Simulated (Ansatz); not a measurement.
## Notes on BaPdO3

```
Ba Pd O
1.0
     4.04672    0.00000    0.00000
     0.00000    4.04672    0.00000
     0.00000    0.00000    4.04672
Ba Pd O
1 1 3
Direct
  0.50000 0.50000 0.50000
  0.00000 0.00000 0.00000
  0.00000 0.50000 0.00000
  0.50000 0.00000 0.00000
  0.00000 0.00000 0.50000
```

Level: r2SCAN, no spin polarisation; 500 eV; 8×8×8 Γ-centred mesh; cold occupations (width 0.0703 eV); Ansatz 0.2.0, fixed geometry.

Q: What happens at the Fermi level?

A: It is a metal, with about 5.1 states/eV a cell as the mean within 0.25 eV of the Fermi level, mostly O p (61 %) and Pd d (33 %).

Q: Is the cell too large or too small?

A: The pressure is 0.5 GPa (compression positive), so with the atoms held at these fractions the cell is close to zero pressure.

Q: Is it stable against the elements?

A: -1.49 eV an atom against the elements' usual phases (free molecules for gases, crystals otherwise, with no correction for O₂ or N₂), so it is bound against them; other compounds may still compete. Relaxing would lower it.

Q: What do density and ELF say about some of the short contacts?

A: Pd–O at 2.02 Å: least valence density 0.72 e/Å³ and ELF 0.21 there. Ba–O at 2.86 Å: least valence density 0.16 e/Å³ and ELF 0.08 there. Both are smooth PAW fields, read partly inside the augmentation spheres.

Q: How is the charge shared?

A: Bader charges in e: Ba +1.60, Pd +1.46, O -1.02. In the mean Ba gives up most and O takes most.

Origin: a known structure type with other elements, at an estimated volume, so it need not be a known compound. Caveats: many states at the Fermi level without spin polarisation, so a magnetic state may lie lower.
